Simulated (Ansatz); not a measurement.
## Ti2Cl: start and end of a relaxation

The guess for Ti2Cl was proposed by analogy with related compounds (P6_3/mmc, No. 194). Its size is a guess.

POSCAR.start

```
Ti Cl
1.0
     3.20000    0.00000    0.00000
    -1.60000    2.77128    0.00000
     0.00000    0.00000   12.30000
Ti Cl
4 2
Direct
  0.33333 0.66667 0.38700
  0.33333 0.66667 0.11300
  0.66667 0.33333 0.88700
  0.66667 0.33333 0.61300
  0.00000 0.00000 0.25000
  0.00000 0.00000 0.75000
```

All numbers below come from DFT PBE, scalar-relativistic, plane waves, PAW in Ansatz. Cutoff 420 eV, Gaussian smearing, Γ-centred meshes. Cell and atoms relax first on a coarse mesh, the cell is then made exact in the group found at 0.06 to 0.08 Å, and last on a converged mesh; the steps can't lower the symmetry of their start. Collinear spin, starting moments Ti 1.0 (×4) μB; the moments died out early, so the last step has no spin.

POSCAR.end

```
Ti Cl
1.0
     3.15259    0.00000    0.00000
    -1.57629    2.73022    0.00000
     0.00000    0.00000   11.61656
Ti Cl
4 2
Direct
  0.33333 0.66667 0.41238
  0.33333 0.66667 0.08762
  0.66667 0.33333 0.91238
  0.66667 0.33333 0.58762
  0.00000 0.00000 0.25000
  0.00000 0.00000 0.75000
```

The symmetry stays P6_3/mmc (No. 194). The volume per atom shrinks by 8.3 %, from 18.2 to 16.7 Å³. The shortest distance goes from 2.50 Å (Ti–Cl) to 2.62 Å (Ti–Cl).

```json
{"Volume per atom": "16.66 Å³", "Density": "4.36 g/cm³", "Energy over the elements": "−0.52 eV/atom", "Gap on the 12×12×4 mesh of the 6-atom cell": "0 eV (a metal)"}
```

Formation energies are uncorrected and refer to the elements' standard structures at the same level (Cl₂ as a molecule).

The last run used Gaussian smearing of 0.10 eV. A structure relaxed within its symmetry needn't be a true minimum. Another cell of the same search, in R-3m, lies 234 meV/atom lower, so this cell isn't the stable form at this level.
